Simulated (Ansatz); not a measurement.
The cell is COD entry 1522718, as deposited and not checked against the literature; nothing was relaxed. The listed cell was then made from it by scaling, straining or moving an atom.

An input for TaGa$_{3}$: DFT, PBEsol, PAW with Ansatz's default frozen-core files, scalar-relativistic (Ansatz 0.2.0). The PAW files were made with PBE; their cores are remade for this functional.

Command: `ansatz run input.yaml --threads 1 --pin off --max-ram 4096MiB --backend cpu --events-out ev --progress --plain --runs-dir out` The run took 35 s on 1 thread of Arm Neoverse V1 (shared host), peak memory 0.65 GiB.

```yaml
crystal:
  lattice:
    - [-1.8852613611, 1.8852613611, 4.3227910662]
    - [1.8852613611, -1.8852613611, 4.3227910662]
    - [1.8852613611, 1.8852613611, -4.3227910662]
  atoms:
    - { symbol: Ta, position: [0.0, 0.0, 0.0] }
    - { symbol: Ga, position: [0.75, 0.25, 0.5] }
    - { symbol: Ga, position: [0.25, 0.75, 0.5] }
    - { symbol: Ga, position: [0.5, 0.5, 0.0] }
kpoints:
  mp_grid: { grid: [14, 14, 14] }
scf:
  occupations: { method: fermi_dirac, width: 0.05 }
hamiltonian:
  xc: pbesol
  pseudopotentials: { kind: paw }
output:
  forces: true
  stress: true
  eigenvalues: true
  efg: { contact_densities: true }
```

The results part of the log:

```
SCF 1 converged in 7 iterations: F = -21037.024544 eV  dr2 = 2.38e-8
  greatest PAW one-centre occupation: 1.000 electrons in one spin orbital (limit 2), on the Ta atom at site 0 (counted from 0), in its partial waves of l = 0
SCF converged after 7 iterations
Free energy (F): -21037.024544 eV
Harris-Foulkes:  -21037.024544 eV  (|F-HF|=6.39e-8)
Internal energy: -21037.017576 eV  (E = F + TS)
E sigma→0 (E₀):  -21037.021060 eV
Entropy (-TS):   -0.006968 eV (-1.742 meV/atom)
Fermi energy:    15.530245 eV
--- Per-component energies (eV) ---
  E_band       = -65.191824
  E_kinetic    = 719.746551
  E_local      = -5361.272820  (includes V_loc(G=0)·N_el)
  E_nonlocal   = 1292.018224
  E_hartree    = 2505.460999
  E_xc         = -426.857128
  E_vxc        = -383.740870  (∫ρ·V_xc dr)
  E_paw        = -14117.477448  (= ΣΔE_a)
  E_vpaw       = -1342.859192  (= ΣTr[D̂ρ^β])
  E_aug_tail   = -0.000219  (compensation charges beyond the density's cutoff)
  E_ewald      = -5651.438315
  E_core_change = 2.802580  (= ΣΔE_core)
  E_smearing   = -0.006968  (= −TS)
  E_closure    = -0.000000  (closes the sum)
  Σ components = -21037.024544   (vs F -21037.024544, Δ=0.00e0)
--- Forces (eV/Å), atoms counted from 1 ---
  atom   1  Ta    -0.00000000     0.00000000    -0.00000000
  atom   2  Ga    -0.00000000     0.00000000     0.00000000
  atom   3  Ga     0.00000000     0.00000000     0.00000000
  atom   4  Ga    -0.00000000     0.00000000    -0.00000000
  max |Σ_I F_I| component: 1.39e-17 eV/Å
--- Stress (GPa, compression-positive) ---
        0.476207       0.000000       0.000000
        0.000000       0.476207       0.000000
        0.000000       0.000000      -0.147206
  P = ⅓ Tr σ = 0.2684 GPa (2.684 kbar)
--- PAW observables at the nuclei: V_zz in 10²¹ V/m², potentials from the cell's mean, atoms counted from 1 ---
  atom   1  Ta V_zz =   -15.672305   η = 0.0000   by run symmetry: allowed
            electrostatic potential = -14494.763961 V   contact ρ = 8144084.254137 e/Å³
  atom   2  Ga V_zz =    -2.235280   η = 0.0000   by run symmetry: allowed
            electrostatic potential = -4140.098105 V   contact ρ = 187046.600921 e/Å³
  atom   3  Ga V_zz =    -2.235280   η = 0.0000   by run symmetry: allowed
            electrostatic potential = -4140.098105 V   contact ρ = 187046.600921 e/Å³
  atom   4  Ga V_zz =   +13.122496   η = 0.0000   by run symmetry: allowed
            electrostatic potential = -4140.090557 V   contact ρ = 187061.500540 e/Å³
--- Band table (eV; the first three rows and the last of 244) ---
  k-point 0: bands = ["-52.6945", "-19.3076", "-19.3076", "-19.1287", "-0.1660", "-0.0646", "-0.0228", "0.0752", "0.0752", "0.1019", "0.1079", "0.1492", "0.1492", "0.1747", "0.3916", "0.3955", "0.3955", "0.4476", "0.6123", "2.9462", "10.1715", "11.6182", "12.5681", "12.9307", "12.9307", "15.1374", "16.0660", "16.8765", "16.8765", "18.8254", "19.4030", "19.9158"]
  k-point 1: bands = ["-52.6943", "-19.3111", "-19.3102", "-19.1283", "-0.1510", "-0.0543", "-0.0111", "0.0728", "0.0777", "0.1043", "0.1087", "0.1422", "0.1658", "0.1856", "0.3804", "0.3829", "0.4011", "0.4392", "0.5916", "3.0696", "10.2711", "11.4563", "12.3309", "12.4796", "13.1111", "15.0252", "15.8888", "17.0438", "17.3518", "18.2638", "19.2875", "19.9849"]
  k-point 2: bands = ["-52.6940", "-19.3203", "-19.3174", "-19.1271", "-0.1173", "-0.0230", "0.0179", "0.0653", "0.0881", "0.0983", "0.1166", "0.1477", "0.2031", "0.2063", "0.3479", "0.3614", "0.3956", "0.4158", "0.5429", "3.4377", "10.5409", "11.1629", "11.3800", "12.2773", "13.4027", "13.6048", "17.1928", "17.4160", "17.6688", "17.6971", "18.8724", "20.2891"]
  k-point 243: bands = ["-52.6944", "-19.3077", "-19.3077", "-19.1344", "-0.1383", "-0.1367", "-0.0897", "-0.0897", "0.0149", "0.0740", "0.0788", "0.1508", "0.3527", "0.3527", "0.3588", "0.3588", "0.4460", "0.4632", "0.6123", "4.9547", "5.4302", "11.8148", "13.5674", "13.5674", "14.1185", "15.6589", "15.6589", "16.1038", "18.8056", "19.3599", "20.0252", "20.3500"]
```
